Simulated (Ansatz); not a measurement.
## E(q) of AlFe (Pm-3m)

```
Al Fe
1.0
     2.91000    0.00000    0.00000
     0.00000    2.91000    0.00000
     0.00000    0.00000    2.91000
Al Fe
1 1
Cartesian
  0.0000 0.0000 0.0000
  1.4550 1.4550 1.4550
```

The source of the geometry is a structure as deposited in COD; atoms and cell stay fixed.

Functional, mesh and filling: LDA, 12×12×12 k mesh, Fermi–Dirac smearing of 0.1 eV. PAW means Ansatz 0.2.0 on its default frozen-core files. Site moments are integrated in spheres about the atoms. Start moments (μB): Fe2 0.7.

Flat spirals without spin–orbit coupling: moments start in the xy plane and turn about z by q·R from cell to cell, and their directions inside a cell are free. q runs from Γ to M = (0.500, 0.500, 0.000) in reciprocal cell vectors. Energies count from each method's run at q = 0. Each q is a vector of the k mesh, and the mesh is shifted by q/2 where needed, so that both spin components are sampled on the same points as at q = 0.

Problem. Where along the line is the energy lowest?

Solution. q = 0 is the lowest point, but the next lies within 2.0 meV per cell, which this mesh may not resolve.
```tsv
fraction of Γ–M	|q| (1/Å)	ΔF PAW (meV/cell)	largest moment, PAW (μB)
0.000	0.000	0.0	0.71
0.167	0.254	+0.8	0.70
0.333	0.509	+2.9	0.70
0.500	0.763	+6.7	0.67
0.667	1.018	+11.5	0.58
0.833	1.272	+13.3	0.52
1.000	1.527	+13.6	0.51
```

Problem. A further pair of PAW runs: cone of 15 degrees at 0.167 of the way from Γ to M (directions held, energy taken at the target), against the same at q = 0. What is the energy difference?

Solution. +0.1 meV/cell, with a largest moment of 0.71 μB.

The PAW files were made with PBE; the program remakes their cores once for the run's functional and then keeps them frozen. The Ansatz runs typed with the search for lower states off end where their start leads. None of this fixes the real material's magnetic order: only patterns that fit the cell were computed, at zero temperature, with a functional that can overstate moments.
